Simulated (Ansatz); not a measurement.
Frozen-phonon scan for CuPd (CsCl type)

Starting cell, CuPd (CsCl type):

```yaml
crystal:
  lattice:
    - [5.85952, 0.00000, 0.00000]
    - [2.92976, 2.92976, 0.00000]
    - [0.00000, 0.00000, 2.92976]
  atoms:
    - { symbol: Cu, position: [0.00000, 0.00000, 0.00000] }
    - { symbol: Cu, position: [0.50000, 0.00000, 0.00000] }
    - { symbol: Pd, position: [0.00000, 0.50000, 0.50000] }
    - { symbol: Pd, position: [0.50000, 0.50000, 0.50000] }
```

The atoms are displaced by Q × the pattern below (from a DFPT mode at M = (0.5, 0.5, 0.0), largest move 1; Q in Å), at fixed cell. (q is in reciprocal vectors of the primitive cell; the cell shown is doubled to hold the pattern.)

```csv
atom,x,y,z
Pd3,0.000,0.000,-1.000
Pd4,0.000,0.000,1.000
```

Atoms not listed stay in place.

The numbers are results of LDA (plane waves to 420 eV, PAW, scalar-relativistic; Ansatz, a first-principles code), not measurements. k mesh 16×16×16 (Γ-centred), Fermi-Dirac smearing 0.05 eV. E stands for the smeared free energy. Stress and pressure are positive under compression. With partly filled bands, energies and forces of such displacements shift with the k mesh and the smearing. CuPd is run without spin polarisation. CuPd was relaxed with its symmetry unable to fall. ΔE is measured from the undisplaced structure.

| Q (Å) | ΔE (eV/cell) | P (GPa) | −dE/dQ from forces (eV/Å) |
|---|---|---|---|
| -0.280 | 0.584 | 6.2 | 4.247 |
| -0.233 | 0.403 | 4.3 | 3.501 |
| -0.187 | 0.257 | 2.7 | 2.768 |
| -0.140 | 0.144 | 1.5 | 2.057 |
| -0.093 | 0.064 | 0.7 | 1.371 |
| -0.047 | 0.016 | 0.2 | 0.688 |
| 0.000 | 0.000 | 0.0 | 0.000 |
| 0.047 | 0.016 | 0.2 | -0.688 |
| 0.093 | 0.064 | 0.7 | -1.371 |
| 0.140 | 0.144 | 1.5 | -2.057 |
| 0.187 | 0.257 | 2.7 | -2.768 |
| 0.233 | 0.403 | 4.3 | -3.501 |
| 0.280 | 0.584 | 6.2 | -4.247 |

Read from the data:

| Quantity | Result |
|---|---|
| Energy at Q = 0.280 Å | 584 meV/cell |
| Space group of the distorted cell | P4/nmm (No. 129), lowered from Pm-3m |
| Symmetry of the curve | even: the same for both signs |
| Shape of the curve | a single well with its minimum at or next to zero displacement |
| Harmonic wavenumber from the curvature (finite differences) | 137 cm⁻¹ |
| Wavenumber by perturbation theory (DFPT, on another k mesh) | 138 cm⁻¹ |

The 13 points together took very roughly 8 core-minutes.

(A displaced cell: forces are minus the slopes of the energy, force constants its curvatures, and phonons follow from these.)
